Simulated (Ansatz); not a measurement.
## Al₂InSb₃ (P3m1) at 2 levels of theory

One geometry, relaxed with PBE; plane waves with PAW potentials in Ansatz, scalar-relativistic. No spin polarisation. Gaps are the least over mesh and band path; pressure is positive in compression.

```xyz
12
Lattice="4.4806 0.0000 0.0000 -2.2403 3.8803 0.0000 0.0000 0.0000 22.1742" Properties=species:S:1:pos:R:3 pbc="T T T"
Al    0.0000    0.0000   11.0896
Al    2.2403    1.2934   22.1683
Al    2.2403    1.2934    7.5039
Al    2.2403    1.2934   14.6666
In    0.0000    0.0000    3.7781
In    0.0000    0.0000   18.4478
Sb    0.0000    0.0000    6.6436
Sb    0.0000    0.0000   13.7997
Sb    0.0000    0.0000   21.3136
Sb    2.2403    1.2934    2.6916
Sb    2.2403    1.2934   10.2160
Sb    2.2403    1.2934   17.3618
```

```csv
level,cutoff (eV),k mesh,gap (eV),pressure (GPa)
PBE,420,12×12×2,0.42,0.0
```

Problem. What comes out on the same cell with r2SCAN?

Solution.
```
 level  cutoff (eV)   k mesh  gap (eV)  pressure (GPa)
r2SCAN          500  12×12×2      0.79            -1.3
```

Spin-orbit coupling matters for the bands of heavy elements and is left out.

Another cell of Al2InSb3 relaxed alike, in I-4m2, lies 15 meV/atom lower, so this cell isn't the stable form at this level.

It was reached by relaxing an invented guess, and it needn't be the stable form of this composition.
